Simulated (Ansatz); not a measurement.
The cell of Ga2GeSe2 is invented: random cell by space group and Wyckoff sites (Pmmm, No. 47). The dimensions are guesses.

```cif
data_structure
_symmetry_space_group_name_H-M 'P 1'
_symmetry_Int_Tables_number 1
_cell_length_a 4.2994
_cell_length_b 4.3620
_cell_length_c 7.0685
_cell_angle_alpha 90.000
_cell_angle_beta 90.000
_cell_angle_gamma 90.000
_cell_volume 132.56
loop_
_atom_site_label
_atom_site_type_symbol
_atom_site_fract_x
_atom_site_fract_y
_atom_site_fract_z
_atom_site_occupancy
Ga1 Ga 0.22430 0.50000 0.50000 1
Ga2 Ga 0.77570 0.50000 0.50000 1
Ge1 Ge 0.00000 0.00000 0.50000 1
Se1 Se 0.00000 0.26203 0.00000 1
Se2 Se 0.00000 0.73797 0.00000 1
```

The calculation used DFT PBE, scalar-relativistic, plane waves, PAW in Ansatz 0.2.0. Cutoff 420 eV, Gaussian smearing, Γ-centred meshes. Cell and atoms relax first on a coarse mesh and then on a finer one. In between, the cell is made exact in the group found at 0.06 Å. In metals the finer mesh still leaves noise of several meV/atom or more. The steps can't lower the symmetry of their start. No spin polarisation.

A guess keeps its type if space group and coordination stay and the shape of the cell changes little (axis ratios within about 15 %, angles within 6°); the volume may change.

Q: Does it keep its structure type, or change into something else?

A: It doesn't keep its type. The symmetry stays Pmmm (No. 47). The volume per atom grows by 8.8 %, from 26.5 to 28.9 Å³. The shortest distance goes from 1.93 Å (Ga–Ga) to 2.65 Å (Ga–Ga). Counting neighbours within 15 % of an atom's shortest distance, the start has Ga 1, Ge 4, Se 2 and the end Ga 2, Ge 8, Se 8. In detail, at the end around Ga lie 2 Ga at 2.65–2.66 Å, 4 Se at 3.09 Å and 2 Ge at 3.10 Å; Ge has 4 Se at 2.81 Å and 4 Ga at 3.10 Å; Se is surrounded by 2 Se at 2.78–2.83 Å, 2 Ge at 2.81 Å and 4 Ga at 3.09 Å.

```yaml
crystal:
  lattice:
    - [4.84657, 0.00000, 0.00000]
    - [0.00000, 5.30914, 0.00000]
    - [0.00000, 0.00000, 5.60633]
  atoms:
    - { symbol: Ga, position: [0.50000, 0.24953, 0.50000] }
    - { symbol: Ga, position: [0.50000, 0.75047, 0.50000] }
    - { symbol: Ge, position: [0.50000, 0.00000, 0.00000] }
    - { symbol: Se, position: [0.00000, 0.00000, 0.25225] }
    - { symbol: Se, position: [0.00000, 0.00000, 0.74775] }
```

Formation energies are uncorrected and refer to the elements' standard structures at the same level.

Q: At what energy does it end?

A: +0.21 eV/atom. A positive value: parting into the elements would lower its energy.

The last run used an 8×8×8 mesh for its 5-atom cell and Gaussian smearing of 0.10 eV. The reference form of Se is held partly by dispersion forces, which this level lacks. Symmetry constrained the relaxation, so the result can be a saddle point. Another cell of Ga2GeSe2 relaxed alike, in P-3m1, lies 0.40 eV/atom lower, so this cell isn't the stable form at this level.
